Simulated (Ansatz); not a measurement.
**Does relaxation matter for the field gradients of InAs with Sb replacing In?**

Start: a supercell of InAs (zinc blende type, F-43m) built from an entry of the Crystallography Open Database (COD) (the entry's cell lengths or inner coordinates differ somewhat from later room-temperature determinations), with all atoms left at the host's positions.

```cif
data_In26SbAs27
_symmetry_space_group_name_H-M 'F-43m'
_symmetry_Int_Tables_number 216
_cell_length_a 18.1080
_cell_length_b 18.1080
_cell_length_c 18.1080
_cell_angle_alpha 90.000
_cell_angle_beta 90.000
_cell_angle_gamma 90.000
loop_
_atom_site_label
_atom_site_type_symbol
_atom_site_symmetry_multiplicity
_atom_site_Wyckoff_symbol
_atom_site_fract_x
_atom_site_fract_y
_atom_site_fract_z
Sb Sb 4 a 0.0000 0.0000 0.0000
In2 In 48 h 0.1667 0.0000 0.1667
In5 In 16 e 0.3333 0.8333 0.1667
In9 In 16 e 0.6667 0.6667 0.3333
In15 In 24 f 0.5000 0.6667 0.5000
As28 As 16 e 0.0833 0.9167 0.0833
As29 As 24 g 0.2500 0.9167 0.2500
As33 As 48 h 0.5833 0.7500 0.4167
As41 As 16 e 0.4167 0.5833 0.4167
As54 As 4 c 0.7500 0.2500 0.7500
```

One atom of each set is listed; the run and its k-mesh use a cell of 54 atoms with edges of 12.80, 12.80, 12.80 Å.

Level of theory: DFT, PBE, plane waves and PAW, scalar-relativistic, 420 eV cutoff, Γ-centred 2×2×2 k-points, Fermi–Dirac smearing 0.01 eV (Ansatz 0.2.0).

The largest force at the start is 0.52 eV/Å. Relaxing the ions at fixed cell moves them by 0.097 Å at most (atom 28, As) and 0.031 Å rms.

```
site  moved (Å)              first shell before               first shell after  V_zz before (10²¹ V/m²)  η before
  Sb      0.000                  4 As at 2.61 Å                  4 As at 2.71 Å                     0.00         –
 In2      0.033                  4 As at 2.61 Å             4 As at 2.61–2.62 Å                     2.45      0.07
 In5      0.004                  4 As at 2.61 Å                  4 As at 2.61 Å                    -0.37      0.00
 In9      0.003                  4 As at 2.61 Å                  4 As at 2.61 Å                    -0.33      0.00
In15      0.005                  4 As at 2.61 Å                  4 As at 2.61 Å                     0.17      0.75
As28      0.097  1 Sb at 2.61 Å, 3 In at 2.61 Å  3 In at 2.62 Å, 1 Sb at 2.71 Å                    11.57      0.00
As29      0.007                  4 In at 2.61 Å                  4 In at 2.61 Å                     2.31      0.13
As33      0.007                  4 In at 2.61 Å                  4 In at 2.61 Å                    -0.47      0.50
As41      0.000                  4 In at 2.61 Å                  4 In at 2.61 Å                   -0.086      0.00
```

**Question.** How do the gradients change?

**Answer.** 

```csv
site,V_zz after,η after,change of V_zz
Sb,0.00,–,0.00
In2,2.42,0.43,-0.03
In5,-0.35,0.00,+0.02
In9,-0.17,0.00,+0.16
In15,-0.29,0.70,–
As28,8.22,0.00,-3.35
As29,0.61,0.48,-1.70
As33,-0.21,0.30,+0.26
As41,-0.045,0.00,+0.04
```

The largest change of V_zz along a kept axis is on As28, from 11.57 to 8.22. In per cent, |V_zz| changes by -1 on In, -74 to -29 on As (all sites that start above 2). Where |V_zz| stays above 0.1 and the axes keep their order, η moves most on In2, from 0.07 to 0.43. On As33 V_xx and V_yy change places (or their axes turn by over 50°), so the two values of η hide a larger change. On In15 the largest principal value lies along another axis in the second run, so the two V_zz can't be compared directly. Other sites without a gradient aren't listed.

The run isn't spin-polarised, and a state with spin may lie lower. The defect repeats with the cell of 54 atoms, so it feels its images: sites between two images don't show the values beside a lone defect, and zeros or small values of η there can come from the images' arrangement. The defect cell has no gap above 0.1 eV on its mesh, so the values can hang on the smearing and the k-mesh. Without spin–orbit coupling (the program notes it for In and Sb) the gradients can shift somewhat, as the gap is small.
Before: The neighbours have not yet relaxed around the defect (largest force 0.52 eV/Å), so a real crystal will differ.
After: The relaxation keeps the site symmetry -43m of the start, so the impurity can't leave its site; a distortion that would localise the partly filled state isn't explored.
